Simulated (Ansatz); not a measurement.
**As: frozen-core PAW against all-electron methods**

```yaml
crystal:
  lattice:
    - [1.87741, 1.08392, 3.70434]
    - [-1.87741, 1.08392, 3.70434]
    - [0.00000, -2.16785, 3.70434]
  atoms:
    - { symbol: As, position: [0.22443, 0.22443, 0.22443] }
    - { symbol: As, position: [0.77557, 0.77557, 0.77557] }
```

Atoms are numbered in the order listed.

Conventional cell: a = 3.755 Å, b = 3.755 Å, c = 11.113 Å, α = 90.00°, β = 90.00°, γ = 120.00°. As (atom 1) is surrounded by 3 As at 2.52 Å.

The cell is the one relaxed in the Materials Project (mp-11), not relaxed further here; entries there can be hypothetical.

Levels of theory: DFT, PBEsol, PAW with Ansatz's default frozen-core files, scalar-relativistic (Ansatz 0.2.0); DFT, PBEsol, all-electron PAW with datasets made for the crystal, scalar-relativistic (Ansatz 0.2.0); DFT, PBEsol, all-electron LAPW, scalar-relativistic (Ansatz 0.2.0).

For PAW: a Γ-centred 12×12×12 k mesh, Fermi–Dirac smearing of 0.05 eV, cutoff 420 eV, no spin polarisation; the PAW files were made with PBE, and the program remakes their frozen cores for this functional. The crystal-made all-electron datasets (AE datasets) take a cutoff of 240 eV at this cell. LAPW targets a basis error of 0.5 meV/atom. The Ansatz runs share mesh, smearing and spin set-up. Plane-wave (PAW) pressures include the program's estimate of the Pulay term.

Stress and pressure are positive in compression.

Levels count from the Fermi level.

| quantity | PAW | AE datasets | LAPW |
| --- | --- | --- | --- |
| pressure (GPa) | -1.41 | -1.40 | -1.40 |
| stress xx (GPa) | -1.11 | -1.10 | -1.10 |
| stress zz (GPa) | -2.00 | -1.99 | -1.99 |
| force on As1, z (eV/Å) | 0.170 | 0.168 | 0.168 |
| highest filled level at Γ (eV) | -1.932 | -1.932 | -1.932 |
| lowest empty level at Γ (eV) | 1.310 | 1.314 | 1.314 |
| highest filled level at T (eV) | -0.615 | -0.608 | -0.608 |
| lowest empty level at T (eV) | 0.990 | 0.989 | 0.989 |
| highest filled level at F (eV) | -3.941 | -3.941 | -3.941 |
| lowest empty level at F (eV) | 1.313 | 1.314 | 1.314 |

PAW's pressure differs from the LAPW value by about 0.01 GPa or less. Datasets made for the crystal and LAPW share parts of one code, so their agreement isn't an independent check.
